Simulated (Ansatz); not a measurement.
Consider the following.

Nb:
```
Nb
1.0
   -1.63335     1.63335     1.63335
    1.63335    -1.63335     1.63335
    1.63335     1.63335    -1.63335
Nb
1
Direct
  0.00000   0.00000   0.00000
```

This is the PBE+D3(BJ)-relaxed structure.

Task: All from the program Ansatz at the PBE+D3(BJ) level (PAW), unless another level is named. Give the Poisson's ratio.

Result: 0.42.

Task: Give the elastic constants (relaxed ions, GPa).

Result: C11 = 263, C12 = 140, C44 = 18.0.

Space group Im-3m (bcc (W type)). The PBE+D3(BJ) relaxation kept the symmetry of its start. The run is not spin-polarised. The pairwise dispersion correction was not fitted to metals. As this level gives no gap, shear constants depend on the k-mesh and smearing (Fermi–Dirac, 0.1 eV here).

Potentials: the later of the program's two PAW sets.
